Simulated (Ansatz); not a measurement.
## How the vibrations of NaHg₂ change with volume

All numbers below come from Ansatz, DFT LDA, scalar-relativistic, plane waves, PAW. Settings: 420 eV plane-wave cutoff, Γ-centred 12×12×14 mesh, Fermi-Dirac smearing of 0.15 eV. No spin polarisation. Phonons by linear response, acoustic sum rule imposed.

Equilibrium structure at this level:
```
Na Hg
1.0
     4.95600    0.00000    0.00000
    -2.47800    4.29202    0.00000
     0.00000    0.00000    3.09236
Na Hg
1 2
Direct
  0.00000 0.00000 0.00000
  0.33333 0.66667 0.50000
  0.66667 0.33333 0.50000
```

In a metal, frequencies depend on the k mesh and the smearing, soft modes most. Spin–orbit coupling is left out, which can shift energies with elements as heavy as these.

Cells at 0.98 and 1.02 times the equilibrium volume were relaxed in shape and atoms; γ = −d ln ν / d ln V, modes matched by rank.

Question: Give the optical frequencies at Γ (cm⁻¹) at the three volumes and the mode Grüneisen parameters.

Answer:
```json
{"0.98 V": "35", "V": "34", "1.02 V": "34", "γ": "0.49", "degeneracy": "1"}
{"0.98 V": "108", "V": "103", "1.02 V": "99", "γ": "1.94", "degeneracy": "2"}
{"0.98 V": "112", "V": "108", "1.02 V": "104", "γ": "1.72", "degeneracy": "1"}
{"0.98 V": "146", "V": "139", "1.02 V": "133", "γ": "2.26", "degeneracy": "2"}
```

Question: What pressures hold the two strained cells, and what bulk modulus follows?

Answer: 0.90 GPa at 0.98 V and -0.77 GPa at 1.02 V, so B = −dP/d ln V ≈ 42 GPa.